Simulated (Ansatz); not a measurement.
HfZn2:
```
CELL_PARAMETERS angstrom
      0.00000     3.64078     3.64078
      3.64078     0.00000     3.64078
      3.64078     3.64078     0.00000
ATOMIC_POSITIONS crystal
  Hf 0.50000 0.50000 0.50000
  Hf 0.75000 0.75000 0.75000
  Zn 0.12500 0.12500 0.12500
  Zn 0.62500 0.12500 0.12500
  Zn 0.12500 0.12500 0.62500
  Zn 0.12500 0.62500 0.12500
```

Relaxed with r²SCAN. Special points in fractions of this cell's reciprocal vectors: Γ (0.000, 0.000, 0.000); X (0.500, 0.000, 0.500); U (0.625, 0.250, 0.625); K (0.375, 0.375, 0.750); L (0.500, 0.500, 0.500); W (0.500, 0.250, 0.750).

List the band energies nearest the Fermi level at these points for the program Ansatz at the r²SCAN with spin–orbit coupling level (PAW).

In eV from the Fermi level; about four levels below and three above (degenerate sets whole), none deeper than 8.9 eV; points with the same levels are listed once.

```json
[
 {"k": "Γ", "below": "-1.03 -1.03 -1.03 -1.03", "above": "2.83 2.83 4.19 4.19"},
 {"k": "X", "below": "-2.66 -2.66 -2.66 -2.66", "above": "0.51 0.51 0.51 0.51"},
 {"k": "U", "below": "-2.67 -2.67 -0.69 -0.69", "above": "0.10 0.10 0.17 0.17"},
 {"k": "L", "below": "-0.05 -0.05 -0.01 -0.01", "above": "3.14 3.14 3.36 3.36"},
 {"k": "W", "below": "-0.15 -0.15 -0.07 -0.07", "above": "0.95 0.95 0.99 0.99"}
]
```

Space group Fd-3m (cubic Laves (MgCu2 type)). The workflow started from an entry of the Crystallography Open Database (COD). Its standing as an ambient phase is unchecked. Symmetry was held in the r²SCAN relaxation; its stability against distortions is not shown here. The run is not spin-polarised.

Potentials: the later of the program's two PAW sets.
